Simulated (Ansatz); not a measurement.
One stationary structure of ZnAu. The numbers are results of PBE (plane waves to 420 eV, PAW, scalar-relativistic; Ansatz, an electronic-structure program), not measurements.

```
CELL_PARAMETERS angstrom
      3.18677     0.00000     0.00000
      0.00000     3.18677     0.00000
      0.00000     0.00000     3.18677
ATOMIC_POSITIONS crystal
  Zn 0.50000 0.50000 0.50000
  Au 0.00000 0.00000 0.00000
```

Determine the symmetry and give the standard cell with its independent sites.

Space group Pm-3m (No. 221); a = b = c = 3.187 Å, α = β = γ = 90.00°

| atom | site | symmetry | x | y | z |
|---|---|---|---|---|---|
| Zn | 1b | m-3m | 0.5000 | 0.5000 | 0.5000 |
| Au | 1a | m-3m | 0.0000 | 0.0000 | 0.0000 |

This is the CsCl type.

Give the shortest distances between elements (the closest pairs, up to four, under 3.6 Å).

Au–Zn 2.76 Å; Zn–Zn 3.19 Å; Au–Au 3.19 Å.

- Volume per atom: 16.18 Å³
- Band gap: no gap (metallic)

No spin polarisation in the result.

Measured for ZnAu: a 3.147 Å (as listed in Transactions of the Japan Institute of Metals 22, 367 (1981)). Computed minus measured — a: PBE +1.3 %. The computed values are for a static lattice.

The run could not lose the symmetry of its start.

All atoms sit on sites fixed by symmetry, so only the cell could relax.
